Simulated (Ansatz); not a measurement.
What a change of settings does to a run on Sn

The cell comes from COD entry 7222460, which wasn't checked; take it as a given geometry. The listed cell was then made from it by scaling, straining or moving an atom.

First run: DFT, PBE, all-electron LAPW, scalar-relativistic (Ansatz 0.2.0).

Command: `ansatz run input.yaml --threads 1 --pin off --max-ram 2048MiB --backend cpu --events-out ev --progress --plain --runs-dir out` The run took 2.6 min on 1 thread of AMD EPYC 7R43 64-Core Processor (Zen 3) (shared host).

```yaml
crystal:
  lattice:
    - [-2.8600427783, 2.8600427783, 1.5612643401]
    - [2.8600427783, -2.8600427783, 1.5612643401]
    - [2.8600427783, 2.8600427783, -1.5612643401]
  atoms:
    - { symbol: Sn, position: [0.0, 0.0, 0.0] }
    - { symbol: Sn, position: [0.75, 0.25, 0.5] }
kpoints:
  mp_grid: { grid: [12, 12, 12] }
scf:
  occupations: { method: fermi_dirac, width: 0.05 }
hamiltonian:
  xc: pbe
  pseudopotentials: { kind: all_electron, lapw: { basis_error: 0.001 } }
output:
  forces: true
  stress: true
relax:
  f_tol: 0.005
  max_steps: 80
  cell: {}
```

Result: converged; relaxed volume 28.393 Å³/atom; 30 SCF iterations in all.

No spin–orbit coupling, which matters for the heavy atoms here.

The input is then changed:

```diff
@@ -8,7 +8,7 @@
     - { symbol: Sn, position: [0.75, 0.25, 0.5] }
 kpoints:
-  mp_grid: { grid: [12, 12, 12] }
+  mp_grid: { grid: [4, 4, 4] }
 scf:
-  occupations: { method: fermi_dirac, width: 0.05 }
+  occupations: { method: tetrahedron }
 hamiltonian:
   xc: pbe
```

Problem. Predict the outcome of the changed run.

Solution. It did not converge (211 SCF iterations in all). Some of these settings are too coarse for converged properties.
